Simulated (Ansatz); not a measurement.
BeSe in space group P6_222 (No. 180; Be on 3d, Se on 3c) under volume change, the program Ansatz at the PBE level (PAW), shape and atoms relaxed at each volume.

```json
[
 {"V (Å³/atom)": "14.636", "E − E(relaxed) (meV/atom)": "38.5", "P (GPa)": "9.20"},
 {"V (Å³/atom)": "15.118", "E − E(relaxed) (meV/atom)": "16.2", "P (GPa)": "5.66"},
 {"V (Å³/atom)": "15.601", "E − E(relaxed) (meV/atom)": "3.8", "P (GPa)": "2.62"},
 {"V (Å³/atom)": "16.083", "E − E(relaxed) (meV/atom)": "0.0", "P (GPa)": "0.00"},
 {"V (Å³/atom)": "16.566", "E − E(relaxed) (meV/atom)": "3.5", "P (GPa)": "-2.26"},
 {"V (Å³/atom)": "17.048", "E − E(relaxed) (meV/atom)": "13.3", "P (GPa)": "-4.21"},
 {"V (Å³/atom)": "17.531", "E − E(relaxed) (meV/atom)": "28.5", "P (GPa)": "-5.88"}
]
```

### Question
What does a third-order Birch–Murnaghan fit give for V₀, B₀ and B′?

### Answer
V₀ = 16.08 Å³/atom, B₀ = 81.0 GPa, B′ = 3.9.

A made-up cell: these elements were put on the sites of a structure type; neither database checked (COD, Materials Project) lists it. COD files the formula under space group No. 216, so this cell is another polymorph or a model. Whether it is the stable phase at ambient conditions was not checked. Symmetry was held in the PBE relaxation; whether a distortion lowers the energy is not shown.

Potentials: the later of the program's two PAW sets.
